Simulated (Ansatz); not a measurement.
An element in the sc structure gives these cold pressures by all-electron LAPW under LDA (Ansatz 0.2.0, scalar-relativistic, no spin polarisation).

```tsv
V (Å³/atom)	P (GPa)
15.25	0.09
13.72	31.6
12.20	88.9
10.67	195.3
9.15	400.7
7.62	825.1
6.10	1804
```

Q: Which element is it?

A: Rh. Its zero-pressure volume in this structure is near 15.2 Å³/atom; the volume and the steepness of P(V) together point to it, though neighbours can come close. Other candidates weren't computed, and some may come near.
